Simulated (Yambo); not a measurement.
LiNbO₃ (space group R-3, No. 148): one transition space (6×6×6 mesh, 10 valence and 6 conduction bands, Tamm-Dancoff) with different kernels in Yambo, on PBEsol orbitals; field along x. BSE alone uses the static screening with 76 bands and a 3 Ry block; its scissor and those of RPA and TDDFT come from G0W0, that of the TDHF-type run from bare exchange. Axes are Cartesian, with cell vectors (Å) (2.64, 1.53, 4.85), (-2.64, 1.53, 4.85), (0.00, -3.05, 4.85).

```json
[
 {"kernel": "BSE (screened electron-hole attraction)", "scissor (eV)": "1.82", "direct gap with it (eV)": "5.61", "lowest state (eV)": "[?]"},
 {"kernel": "TDHF-type (unscreened attraction, exchange-only scissor)", "scissor (eV)": "10.71", "direct gap with it (eV)": "14.50", "lowest state (eV)": "[?]"},
 {"kernel": "RPA (no attraction)", "scissor (eV)": "1.82", "direct gap with it (eV)": "5.61", "lowest state (eV)": "5.61 (weak)"}
]
```

What belongs in the gaps?


- BSE (screened electron-hole attraction), lowest state (eV): 4.63 (dark)
- TDHF-type (unscreened attraction, exchange-only scissor), lowest state (eV): 8.88 (dark)

RPA leaves the lowest state at the direct gap: no bound exciton. These are vertical excitations (zero momentum). Spin singlets only. Strong means a line over 3 % of the spectrum's maximum, dark under 0.03 %. Absolute energies carry the error of the G0W0 scissor, whose convergence isn't established; the long-wavelength screening was taken along (1,1,1) although the crystal is anisotropic. Convergence of the binding with the mesh was not shown.

Spin-orbit coupling is not included.

Geometry of the Materials Project entry, not relaxed at this level; primitive cell a = b = c = 5.7265 Å, α = β = γ = 54.96°.

This is not the ordinary phase of the substance.
